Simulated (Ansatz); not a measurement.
Relaxing AlGa

These are results of Ansatz 0.2.0, DFT PBEsol, scalar-relativistic, plane waves, PAW, not measurements. Settings: 420 eV cutoff, 18×18×18 k-mesh, Gaussian smearing of 0.10 eV, no spin polarisation.

What was changed in TlIn: In → Ga, Tl → Al on all its sites, cell and atoms relaxed.

Input:

```yaml
crystal:
  lattice:
    - [1.5030099724, 0.8677632122, 4.9282200481]
    - [-1.5030099724, 0.8677632122, 4.9282200481]
    - [0.0, -1.7355264243, 4.9282200481]
  atoms:
    - { symbol: Al, position: [0.5, 0.5, 0.5] }
    - { symbol: Ga, position: [0.0, 0.0, 0.0] }
basis:
  ecutwfc: 420
kpoints:
  mp_grid: { grid: [18, 18, 18] }
hamiltonian:
  xc: pbesol
scf:
  occupations: { method: gaussian, width: 0.1 }
output:
  forces: true
  stress: true
  eigenvalues: true
relax:
  adjacent_minimum: "off"
  f_tol: 0.01
  max_steps: 60
  cell: { stress_tol: 0.1 }
```

F is the free energy. Steps run on the plane waves of an earlier cell, but the last one, and at times one on the way, on a freshly chosen basis, so a repeated geometry can differ a little in energy.

Steps:

```
step F − F(1) (eV) largest force component (eV/Å) V (Å³/atom) P (GPa)
   1         0.0000                           0.000       19.283    -6.87
   2        -0.1272                           0.000       16.831    -0.34
   3        -0.1297                           0.000       16.686     0.18
   4        -0.1311                           0.000       16.691     0.12
   5        -0.1313                           0.000       16.714     0.04
   6        -0.1302                           0.000       16.714     0.02
```

Relaxed structure:

```yaml
crystal:
  lattice:
    - [1.45651, 0.84092, 4.54881]
    - [-1.45651, 0.84092, 4.54881]
    - [0.00000, -1.68184, 4.54881]
  atoms:
    - { symbol: Al, position: [0.50000, 0.50000, 0.50000] }
    - { symbol: Ga, position: [0.00000, 0.00000, 0.00000] }
```

The structure is trigonal, space group R-3m (No. 166). Conventional cell: a = 2.913 Å, b = 2.913 Å, c = 13.646 Å, α = 90.00°, β = 90.00°, γ = 120.00°. Around Al (site symmetry -3m) lie 6 Ga at 2.83 Å and 6 Al at 2.91 Å. Ga (site symmetry -3m) is surrounded by 6 Al at 2.83 Å and 6 Ga at 2.91 Å.

The run converged. The run took of the order of 100 core-seconds.